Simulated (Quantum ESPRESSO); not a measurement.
**Kohn-Sham bands of InSe (C2/m)**

```xyz
4
Lattice="0.0000 4.1093 0.0000 -1.7232 0.0000 4.7714 5.8264 -2.0547 0.0000" Properties=species:S:1:pos:R:3 pbc="T T T"
In     1.3835     0.0000    -0.2235
In    -1.3835     0.0000     0.2235
Se    -2.4457     2.0547     1.5795
Se     2.4457    -2.0547    -1.5795
```

Structure: Materials Project mp-21405, symmetrised, not relaxed again. Not found in the COD (Crystallography Open Database) copy used, which has the formula in other groups; not checked further. Method: PBEsol plane waves in Quantum ESPRESSO 7.5 (PseudoDojo norm-conserving files, 69 Ry, no spin polarisation, no spin-orbit coupling), Bloch states on a 8×6×8 mesh through Γ, Wannier90 4.0.1. Density: 8×6×8 mesh, cold smearing 0.01 Ry. The cell is built of weakly bound layers, chains or molecules, whose nearest atoms lie 3.55 Å apart. Database cells relaxed without dispersion often hold them too far apart, which can enlarge gaps and weakens couplings between them; spacing and stacking were not compared with the measured crystal. Spin-orbit coupling is left out although heavy elements are present.

Energies are relative to the valence-band maximum; weights are on the orthonormalised atomic waves of the pseudopotential files, averaged over the group. 58 electrons a cell are treated as valence.

```csv
bands,from (eV),to (eV),filling,weight on atomic waves
1–10,-47.09,-47.03,filled,…
11–20,-14.45,-13.77,filled,…
21–22,-13.13,-11.42,filled,…
23–29,-6.20,0.00,filled,…
```

Q: Which atomic shells make up each group?

A: 
- 1–10, weight on atomic waves: Se 3d 100 %
- 11–20, weight on atomic waves: In 4d 97 %
- 21–22, weight on atomic waves: Se 4s 69 %, In 5p 14 %, In 4d 11 %
- 23–29, weight on atomic waves: Se 4p 63 %, In 5p 19 %, In 5s 15 %

The Kohn-Sham gap over both meshes and the path is 1.10 eV.
